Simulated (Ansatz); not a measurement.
## hcp against fcc along the alkali metals

Level of theory: DFT, LDA (PW92), plane waves (420 eV) with PAW, scalar-relativistic in Ansatz. (PAW data from PBE, frozen cores regenerated.)

Each structure is relaxed within its symmetry, in the lowest magnetic state of the tried starts. Differences under about 8 meV lie within the error of the k-point mesh.

| element | E(hcp) − E(fcc) (meV/atom) | V(hcp) (Å³/atom) | V(fcc) (Å³/atom) | state of hcp | state of fcc |
| --- | --- | --- | --- | --- | --- |
| Li | 0 | 19.01 | 18.99 | spin not included | spin not included |
| Na | -1 | 33.52 | 33.49 | spin not included | spin not included |
| K | 1 | 64.67 | 64.70 | spin not included | spin not included |
| Rb | -1 | 78.10 | 78.39 | spin not included | spin not included |
| Cs | -1 | 96.16 | 96.17 | spin not included | spin not included |
